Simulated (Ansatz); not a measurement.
TiP:
```
CELL_PARAMETERS angstrom
      3.49566     0.00000     0.00000
     -1.74783     3.02733     0.00000
      0.00000     0.00000    11.69046
ATOMIC_POSITIONS crystal
  Ti 0.33333 0.66667 0.11644
  Ti 0.66667 0.33333 0.61644
  Ti 0.33333 0.66667 0.38356
  Ti 0.66667 0.33333 0.88356
  P  0.00000 0.00000 0.00000
  P  0.00000 0.00000 0.50000
  P  0.66667 0.33333 0.25000
  P  0.33333 0.66667 0.75000
```

Relaxed with r²SCAN. Special points in fractions of this cell's reciprocal vectors: Γ (0.000, 0.000, 0.000); M (0.500, 0.000, 0.000); K (0.333, 0.333, 0.000); A (0.000, 0.000, 0.500); L (0.500, 0.000, 0.500); H (0.333, 0.333, 0.500).

List the band energies nearest the Fermi level at these points for plane-wave PAW r²SCAN (Ansatz code).

In eV from the Fermi level; about four levels below and three above (degenerate sets whole), none deeper than 8.9 eV; points with the same levels are listed once.

| k | below | above |
|---|---|---|
| Γ | -0.35 -0.35 -0.27 -0.27 | 0.19 0.30 0.30 |
| M | -2.41 -2.01 -1.61 -0.98 | 0.49 0.80 1.53 |
| K | -3.38 -3.38 -3.21 -0.05 | 0.73 0.73 0.85 |
| A | -0.18 -0.18 -0.18 -0.18 | 0.64 0.64 1.22 1.22 1.22 1.22 |
| L | -2.00 -2.00 -1.52 -1.52 | 1.08 1.08 1.32 1.32 |
| H | -3.48 -3.48 -3.24 -3.24 | 0.30 0.30 0.88 0.88 |

Space group P6_3/mmc. The workflow started from an entry of the Crystallography Open Database (COD). Whether it is the stable phase at ambient conditions was not checked. The cell was relaxed with r²SCAN under the symmetry of its start; whether a distortion lowers the energy is not shown. No spin polarisation was allowed.

Potentials: the later of the program's two PAW sets.
